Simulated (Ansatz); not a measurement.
# Fields on a plane of Au (fcc, Cu type)

```xyz
1
Lattice="0.0000 2.0620 2.0620 2.0620 0.0000 2.0620 2.0620 2.0620 0.0000" Properties=species:S:1:pos:R:3 pbc="T T T"
Au     0.0000     0.0000     0.0000
```

The slice is a {111} plane (indices of the conventional cell) through the point (0.000, 0.000, 0.000) (fractional), spanned by u = [100] and v = [-1 2 0] in vectors of this cell: u (2.92 Å) and v (5.05 Å, at 90° to u). It covers one period; positions are fractions (u, v).

Atoms on it: Au at (0.00, 0.00); Au at (0.50, 0.50).

All values below come from r2SCAN (plane waves to 500 eV, PAW, scalar-relativistic; Ansatz, a program for electronic structure). k mesh 19×19×19. These are valence fields of a PAW run, semicore shells included where kept as valence: close to a nucleus they are smooth pseudo fields. Au was relaxed with its symmetry unable to fall. Spin-orbit coupling is left out, though Au is heavy.

```
|xxx@*-. .-*@xx|
|xx@%+:   :+%@x|
|@@%*-.   .-*%@|
|#*+-.     .-+*|
|--:.       .:-|
|..    ...    .|
|    .:---:.   |
|   .-+*#*+-.  |
|  .-*%@@@%*-. |
|  :+%@xxx@%+: |
| .-*@xxxxx@*-.|
| .-#@xxxxx@#-.|
| .-*@xxxxx@*-.|
|  :+%@xxx@%+: |
|  .-*%@@@%*-. |
|   .-+*#*+-.  |
|    .:---:.   |
|..    ...    .|
|--:.       .:-|
|#*+-.     .-+*|
|@@%*-.   .-*%@|
|xx@%+:   :+%@x|
|xxx@*-. .-*@xx|
|xxx@#-. .-#@xx|
```
Scale: ten equal steps from 0.18 (start of ' ') to 0.56 (end of '@'), in the order ' .:-=+*#%@'. Values: electron localisation function (ELF). The map has 14 points along u (one character each, u = 0 at the left) and 24 along v (v = 0 in the bottom row). Points within 0.5 Å of a nucleus are blanked (x), as the pseudised field means little there.

```
|xxxxxxxxxx0066776600xxxxxxxx|
|xxxxxxxxxx2277887722xxxxxxxx|
|xxxxxxxx00558899885500xxxxxx|
|xxxxxx004477999999774400xxxx|
|0000225577889999998877552200|
|6666777777776666667777777766|
|9999887755220000002255778899|
|9999774400xxxxxxxxxx00447799|
|99885500xxxxxxxxxxxxxx005588|
|887722xxxxxxxxxxxxxxxxxx2277|
|776600xxxxxxxxxxxxxxxxxx0066|
|775500xxxxxxxxxxxxxxxxxx0055|
|776600xxxxxxxxxxxxxxxxxx0066|
|887722xxxxxxxxxxxxxxxxxx2277|
|99885500xxxxxxxxxxxxxx005588|
|9999774400xxxxxxxxxx00447799|
|9999887755220000002255778899|
|6666777777776666667777777766|
|0000225577889999998877552200|
|xxxxxx004477999999774400xxxx|
|xxxxxxxx00558899885500xxxxxx|
|xxxxxxxxxx2277887722xxxxxxxx|
|xxxxxxxxxx0066776600xxxxxxxx|
|xxxxxxxxxx0055775500xxxxxxxx|
```
Scale: ten equal steps from 2.00 (start of '0') to 10.04 (end of '9'), in the order '0123456789'. Values: electrostatic potential energy of an electron, from the cell's mean, in eV. The map has 14 points along u (two characters each, u = 0 at the left) and 24 along v (v = 0 in the bottom row). Points within 1 Å of a nucleus are blanked (x), as the pseudised field means little there. Values under 2 eV are set to 2. The zero, the cell's mean, hangs on the PAW cores.

| Property | Value |
|---|---|
| Density on the Au–Au line (2.92 Å) at its midpoint | 0.26 e/Å³ |
| ELF at that point | 0.19 |
